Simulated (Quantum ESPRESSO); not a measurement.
# GaOs3Pd3Re in 6 site orders

Calculated results; nothing here was measured. They come from Quantum ESPRESSO 7.5, a public plane-wave density functional program. Each row is one single-point run on a made-up periodic cell of eight metal atoms, with elements, volume, strain and displacements drawn at random and not relaxed, so a cell may be unstable or far from any real phase. There is no spin polarisation or spin-orbit coupling.

Settings: PBE unless stated; PseudoDojo standard norm-conserving files; Fermi-Dirac width 0.25 eV, which means electrons at about 2900 K; cutoff 1116 eV; 8 x 5 x 3 k mesh shifted half a step off Gamma. E is the free energy of the whole cell (internal energy minus TS), so a -TS column is already part of it. Stress is positive in tension, and the pressure P is minus a third of its trace.

Checks: one run of this series was repeated at a higher cutoff and on a denser mesh, which moved values by no more than 0.002 eV, 0.02 GPa and 0.008 eV/Å, and a second program with other atomic files agreed on it to 2 % rms in force and 0.5 GPa in pressure. Known limits: heavy elements are run without spin-orbit coupling, which real alloys of them have; a spin test at this wide smearing found no moment, but such smearing suppresses magnetism that the real alloy may have.

The lattice is face-centred cubic, and the cell vectors in Å are (-0.005, 1.997, 1.994); (0.030, 4.000, -3.994); (-7.901, -2.019, 2.038), a volume of 125.80 Å³. The runs put one composition on the same eight displaced sites in different orders. E is counted from run 1, and the rms force is over all 24 components. Nothing is relaxed, so E mixes bonding between neighbours with strain on unrelaxed sites, and it is not an ordering energy.

```
run,elements on sites 1 to 8,E (eV),-TS (eV),rms force (eV/Å),largest force (eV/Å),P (GPa)
1,Os Re Pd Pd Ga Os Pd Os,0.000,-1.528,0.932,3.09,-14.30
2,Os Ga Pd Re Pd Os Os Pd,0.454,-1.709,0.601,1.75,-12.88
3,Pd Os Os Ga Pd Re Os Pd,0.547,-1.700,0.735,2.03,?
4,Os Re Ga Pd Pd Os Pd Os,0.162,-1.569,0.990,3.21,-14.14
5,Re Os Pd Os Os Pd Ga Pd,0.863,-1.822,0.644,1.47,-12.58
6,Pd Pd Pd Os Ga Os Os Re,0.240,-1.607,0.570,1.41,-13.88
```

## Worked fit

A straight line through the runs shown gives P = -14.31 + 2.20 E GPa with E in eV, an error of 0.44 on the slope and a scatter of 0.29 GPa. At this fixed volume the orders of higher energy tend to have the higher pressure.

## Withheld value

Question: what pressure should run 3 give?

The fit gives -13.11 ± 0.33 GPa. The calculation gave -13.30 GPa.
